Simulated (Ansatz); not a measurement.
Run on CrRh3 (Pm-3m) — exchange couplings and spin waves by the force theorem

Computed with DFT, PBEsol, PAW with Ansatz's default frozen-core files, scalar-relativistic in Ansatz 0.2.0.

Command: `ansatz run input.yaml --threads 2 --pin off --max-ram 6144MiB --backend cpu --events-out ev --progress --plain --runs-dir out`

```yaml
crystal:
  lattice:
    - [3.7905530633, 0.0, 0.0]
    - [0.0, 3.7905530633, 0.0]
    - [0.0, 0.0, 3.7905530633]
  atoms:
    - { symbol: Cr, position: [0.0, 0.0, 0.0], spin: 1.8 }
    - { symbol: Rh, position: [0.0, 0.5, 0.5], spin: -0.2 }
    - { symbol: Rh, position: [0.5, 0.5, 0.0], spin: -0.2 }
    - { symbol: Rh, position: [0.5, 0.0, 0.5], spin: -0.2 }
magnetization:
  spin_polarized: true
kpoints:
  mp_grid: { grid: [8, 8, 8] }
  band_path:
    path:
      - [0.0, 0.0, 0.0]
      - [0.0, 0.5, 0.0]
      - [0.5, 0.5, 0.0]
      - [0.0, 0.0, 0.0]
      - [0.5, 0.5, 0.5]
      - [0.0, 0.5, 0.0]
      - [0.5, 0.5, 0.5]
      - [0.5, 0.5, 0.0]
    npoints: 8
scf:
  occupations: { method: fermi_dirac, width: 0.05 }
  lower_state_search: "off"
hamiltonian:
  xc: pbesol
  pseudopotentials: { kind: paw }
output:
  eigenvalues: false
  eigenstates:
    nscf_kmesh: { grid: [8, 8, 8] }
    top_band: c44
    exchange_couplings: { magnetic: [{ species: Cr }] }
```

Log:

```
settings of this run that can trade accuracy for cost: output.eigenvalues: false. Do not mix this run's numbers with those of runs without the same settings; the input reference describes each key
Engine: ansatz 0.2.0
Pseudopotentials: kind: paw
Pseudopotential: Cr, paw, valence charge 14, recommended cutoff 420 eV (normal), Cr.paw.azcp
Pseudopotential: Rh, paw, valence charge 17, recommended cutoff 420 eV (normal), Rh.paw.azcp
Functional definition: PBEsol
  exchange = pbesol_x
  correlation = pbesol_c
Crystal: 4 atoms, lattice volume = 54.464 Å³
Basis set: ecut = 420 eV, 1045 PW (Γ)
Bands: 41, of which v1, the nominal top of the filled ones, is band 33 counted from 1 (32 counted from 0)
Symmetry: 48 space group operations
Space group: Pm-3m (ITA 221), of the structure as read, at distance tolerance 3.8e-5 Å
Magnetic group: BNS 221.92 (UNI 1594), of the structure as read, at distance tolerance 3.8e-5 Å
k-points: 35 of 512
Non-local potential: Cr, projectors of the file, l = 0: 3, l = 1: 2, l = 2: 3, l = 3: 1
Non-local potential: Rh, projectors of the file, l = 0: 3, l = 1: 2, l = 2: 2, l = 3: 1
PAW form: soft (Blöchl's): semilocal exchange-correlation on the pseudo side does not see the compensation charge
PAW frozen core: Cr, regenerated for the run's functional, and the local potential with it (the file was generated under x = pbe(κ = 0.804, μ = 0.2195149727645171), c = pbe(β = 0.06672455060314922))
PAW frozen core: Rh, regenerated for the run's functional, and the local potential with it (the file was generated under x = pbe(κ = 0.804, μ = 0.2195149727645171), c = pbe(β = 0.06672455060314922))
PAW one-centre angular grid: Cr, 590 points (default); XC on 64 Gauss nodes
PAW one-centre angular grid: Rh, 590 points (default); XC on 64 Gauss nodes
Initial density: superposition of atomic densities (chi_scale 0.1, normalization cell, long waves kept (reshape's long-wave potential 0.00 eV rms))
Starting moments: Σ|m| = 2.4 μB on 4 of 4 sites
Initial wavefunctions: pseudopotential atomic-orbital guess
Functional: x = pbesol(κ = 0.804, μ = 0.12345679012345678), c = pbesol(β = 0.046)
[...]
Internal energy: -22365.817075 eV  (E = F + TS)
E sigma→0 (E₀):  -22365.832192 eV
Entropy (-TS):   -0.030235 eV (-7.559 meV/atom)
Fermi energy:    20.773220 eV
--- Per-component energies (eV) ---
  E_band       = -454.753985
  E_kinetic    = 2059.407689
  E_local      = -6019.185959  (includes V_loc(G=0)·N_el)
  E_nonlocal   = 1148.161355
  E_hartree    = 2210.058673
  E_xc         = -799.903952
  E_vxc        = -1010.730202  (∫ρ·V_xc dr)
  E_paw        = -11738.039142  (= ΣΔE_a)
  E_vpaw       = -1052.526141  (= ΣTr[D̂ρ^β])
  E_aug_tail   = 0.002727  (compensation charges beyond the density's cutoff)
  E_ewald      = -9227.307063
  E_core_change = 0.988599  (= ΣΔE_core)
  E_smearing   = -0.030235  (= −TS)
  E_closure    = 0.000000  (closes the sum)
  Σ components = -22365.847310   (vs F -22365.847310, Δ=0.00e0)
--- Band table (eV; the first three rows and the last of 70) ---
  k-point 0 ↑: bands = ["-57.7851", "-57.6664", "-57.6664", "-51.6322", "-25.8982", "-25.8982", "-25.8982", "-25.5736", "-25.5736", "-25.5736", "-25.3817", "-25.3817", "-25.3817", "-23.0570", "-23.0570", "-23.0570", "12.8872", "14.6024", "15.1225", "15.1225", "15.3731", "15.3731", "15.3731", "18.3081", "18.3081", "18.3081", "20.2051", "20.2051", "21.5539", "21.5880", "21.5880", "22.0202", "22.0202 …
  k-point 1 ↑: bands = ["-57.7810", "-57.6704", "-57.6664", "-51.6323", "-25.8864", "-25.8864", "-25.8791", "-25.5771", "-25.5771", "-25.5748", "-25.4014", "-25.3894", "-25.3894", "-23.0607", "-23.0584", "-23.0584", "13.0928", "14.7394", "15.2117", "15.2783", "15.4545", "15.5008", "15.5008", "18.1798", "18.3952", "18.3952", "20.0640", "20.2525", "21.1214", "21.1214", "21.3612", "21.4117", "21.5248 …
  k-point 2 ↑: bands = ["-57.7698", "-57.6814", "-57.6663", "-51.6324", "-25.8544", "-25.8544", "-25.8247", "-25.5894", "-25.5894", "-25.5777", "-25.4576", "-25.4079", "-25.4079", "-23.0696", "-23.0620", "-23.0620", "13.6774", "15.1079", "15.4366", "15.6866", "15.7066", "15.8785", "15.8785", "17.8367", "18.6297", "18.6297", "19.6807", "19.8270", "19.8270", "20.3879", "20.8219", "20.9592", "21.2597 …
  k-point 34 ↓: bands = ["-57.8606", "-57.8606", "-57.8606", "-49.7206", "-26.2144", "-26.0127", "-26.0127", "-26.0127", "-25.5592", "-25.5592", "-25.5592", "-25.5583", "-25.5583", "-21.1851", "-21.1851", "-21.1851", "14.8352", "15.2357", "15.2357", "15.2357", "17.6694", "17.6694", "17.6694", "18.4401", "18.4401", "18.4401", "19.0256", "19.0256", "21.4320", "21.4320", "21.4320", "21.4694", "21.469 …
settings of this run that can trade accuracy for cost: output.eigenvalues: false. Do not mix this run's numbers with those of runs without the same settings; the input reference describes each key
```

exchange_couplings.tsv:

```
# site	partner	cell_1	cell_2	cell_3	displacement_x_ang	displacement_y_ang	displacement_z_ang	distance_ang	coupling_mev
# format = ansatz-exchange-couplings/3
# nscf_kmesh_grid = 8 8 8
# n_bands = 77
# mesh_fermi_ev = 20.773
# occupation_method = fermi_dirac
# smearing_width_ev = 0.05
# xc_rung = gga
# a1_ang = 3.7906 0 0
# a2_ang = 0 3.7906 0
# a3_ang = 0 0 3.7906
# atom = 0 Cr magnetic 0 0 0 1.4411 1.7159 0.0056658 1
# atom = 1 Rh relaxed 0 0.5 0.5 -0.056164 0.023897 -3.8019e-05 -
# atom = 2 Rh relaxed 0.5 0.5 0 -0.056164 0.023897 -3.8019e-05 -
# atom = 3 Rh relaxed 0.5 0 0.5 -0.056164 0.023897 -3.8019e-05 -
# moments = constrained
# kernel_scale = 1.0016
# constrained_moments_mub = 1.8189
# turning_moments_mub = 1.2726
# rigid_open_turn_ev = 0.018929
# field_residual = 0.0034453
# moved_by_upper_bands = 0.0015821
# mean_field_moved_by_upper_bands = 0.00053744
# mean_field_temperature_k = 604.57
# mean_field_q_frac = 0 0 0
# ordering_temperature_k = 508.97
# no_stiffness = unsettled
# whole_within_ang = 15.162
0	0	-1	0	0	-3.7906	0	0	3.7906	4.1676
0	0	0	-1	0	0	-3.7906	0	3.7906	4.1676
0	0	0	0	-1	0	0	-3.7906	3.7906	4.1676
0	0	0	0	1	0	0	3.7906	3.7906	4.1676
0	0	0	1	0	0	3.7906	0	3.7906	4.1676
0	0	1	0	0	3.7906	0	0	3.7906	4.1676
0	0	-1	-1	0	-3.7906	-3.7906	0	5.3607	4.8035
0	0	-1	0	-1	-3.7906	0	-3.7906	5.3607	4.8035
0	0	-1	0	1	-3.7906	0	3.7906	5.3607	4.8035
0	0	-1	1	0	-3.7906	3.7906	0	5.3607	4.8035
0	0	0	-1	-1	0	-3.7906	-3.7906	5.3607	4.8035
0	0	0	-1	1	0	-3.7906	3.7906	5.3607	4.8035
0	0	0	1	-1	0	3.7906	-3.7906	5.3607	4.8035
0	0	0	1	1	0	3.7906	3.7906	5.3607	4.8035
0	0	1	-1	0	3.7906	-3.7906	0	5.3607	4.8035
0	0	1	0	-1	3.7906	0	-3.7906	5.3607	4.8035
0	0	1	0	1	3.7906	0	3.7906	5.3607	4.8035
[...]
```

magnon_bands.tsv:

```
# distance_inv_ang	q_1	q_2	q_3	is_on_mesh	least_cost_mev	mode	energy_mev	sense
# format = ansatz-magnon-bands/1
# nscf_kmesh_grid = 8 8 8
# whole_turn_by_bands_mev = 2.7759
# magnetic_atoms = 0
# least_rotation_mev = 15.385
# least_rotation_q_frac = 0 0 0.125
# least_rotation_pattern = 1 0
0	0	0	0	1	0	1	0	1
0.1036	0	0.0625	0	0	4.7788	1	15.02	1
0.2072	0	0.125	0	1	15.385	1	48.356	1
0.3108	0	0.1875	0	0	26.286	1	82.621	1
0.4144	0	0.25	0	1	37.141	1	116.74	1
0.518	0	0.3125	0	0	49.663	1	156.1	1
0.6216	0	0.375	0	1	61.717	1	193.98	1
0.7252	0	0.4375	0	0	69.414	1	218.17	1
0.8288	0	0.5	0	1	71.798	1	225.67	1
0.93239	0.0625	0.5	0	0	74.702	1	234.8	1
1.036	0.125	0.5	0	1	80.458	1	252.89	1
1.1396	0.1875	0.5	0	0	86.057	1	270.49	1
1.2432	0.25	0.5	0	1	94.209	1	296.11	1
1.3468	0.3125	0.5	0	0	107.13	1	336.71	1
1.4504	0.375	0.5	0	1	120.15	1	377.63	1
1.554	0.4375	0.5	0	0	127.55	1	400.89	1
1.6576	0.5	0.5	0	1	129.44	1	406.84	1
1.8041	0.4375	0.4375	0	0	125.27	1	393.75	1
1.9506	0.375	0.375	0	1	111.4	1	350.15	1
2.0971	0.3125	0.3125	0	0	94.391	1	296.68	1
2.2436	0.25	0.25	0	1	74.598	1	234.47	1
2.3901	0.1875	0.1875	0	0	52.37	1	164.6	1
2.5367	0.125	0.125	0	1	27.699	1	87.062	1
2.6832	0.0625	0.0625	0	0	8.8109	1	27.693	1
2.8297	0	0	0	1	0	1	0	1
3.0091	0.0625	0.0625	0.0625	0	11.963	1	37.6	1
3.1886	0.125	0.125	0.125	1	34.582	1	108.69	1
3.368	0.1875	0.1875	0.1875	0	62.234	1	195.61	1
3.5474	0.25	0.25	0.25	1	68.424	1	215.06	1
3.7269	0.3125	0.3125	0.3125	0	71.05	1	223.32	1
3.9063	0.375	0.375	0.375	1	61.096	1	192.03	1
4.0858	0.4375	0.4375	0.4375	0	48.227	1	151.58	1
4.2652	0.5	0.5	0.5	1	32.089	1	100.86	1
4.4117	0.4375	0.5	0.4375	0	44.631	1	140.28	1
4.5582	0.375	0.5	0.375	1	61.387	1	192.95	1
4.7047	0.3125	0.5	0.3125	0	73.149	1	229.91	1
4.8512	0.25	0.5	0.25	1	82.315	1	258.73	1
[...]
```

In the table E = −Σ J e_i·e_j over ordered pairs, so positive J favours parallel moments; the file's long notes are left out. Convergence in k wasn't tested.

Site moments (μB): Cr1 1.82, Rh2 -0.21, Rh3 -0.21, Rh4 -0.21. Cell moment 1.27 μB.

The magnetic group in the log treats spin as a scalar label, without spin–orbit coupling.

The PAW files were made with PBE; the program remakes their cores once for the run's functional and then keeps them frozen. The Ansatz runs typed with the search for lower states off end where their start leads. These are results for the start and cell typed. The real compound can order otherwise, in a larger cell, or not at all, since semilocal functionals without spin fluctuations often overstate magnetism; near a collapse of the moment, mesh and smearing move it by tens of per cent.

It took 82 s on 2 threads of Intel(R) Xeon(R) Platinum 8175M CPU @ 2.50GHz (Skylake/Cascade Lake), on a shared host, peak memory 1.2 GiB.
